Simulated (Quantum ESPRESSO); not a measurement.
**Quadrupole interaction in ZrO2 (changed cell)**

```
CELL_PARAMETERS angstrom
      3.56417     0.00000     0.00000
      0.00000     3.56417     0.00000
      0.00000     0.00000     5.32966
ATOMIC_POSITIONS crystal
  Zr 0.00000 0.00000 0.00000
  Zr 0.50000 0.50000 0.50000
  O  0.00000 0.50000 0.30610
  O  0.00000 0.50000 0.80610
  O  0.50000 0.00000 0.19390
  O  0.50000 0.00000 0.69390
```
The cell was made here from a computed Materials Project entry: strained by +2 % along the unique axis and by -1 % across it, atoms relaxed (PBE without dispersion, pw.x of a modified build of Quantum ESPRESSO, symmetry kept). The parent is ZrO2 in P4₂/nmc. Stability against distortions was not tested. The run has no spin polarisation.

Convention: |Vzz| is the largest principal value, η_Q = (Vxx − Vyy)/Vzz, |C_Q| = |eQVzz/h|. Cores are frozen. Against all-electron runs on small test molecules, this scheme's |Vzz| missed by −2 to +6 % on O. Zr had no test against all-electron runs.

Quadrupole moments taken as inputs (sizes, barn, from the tables of PySCF and pymatgen): ⁹¹Zr 0.176, ¹⁷O 0.0256.

What do the calculations give at each independent site (field gradients by PBE PAW (JTH datasets; density from pw.x of Quantum ESPRESSO, gradients reconstructed from it by a script), 22.5 Ha, k-mesh 6×6×5 through Γ)?


```
site                  site symmetry  Vzz (10²¹ V/m²)   η_Q  ∣C_Q∣ (MHz)
--------------------  -------------  ---------------  ----  -----------
Zr (atoms 1, 2)                -4m2             5.53  0.00  23.5 (⁹¹Zr)
O (atoms 3, 4, 5, 6)            2mm            -0.80  0.48   0.49 (¹⁷O)
```
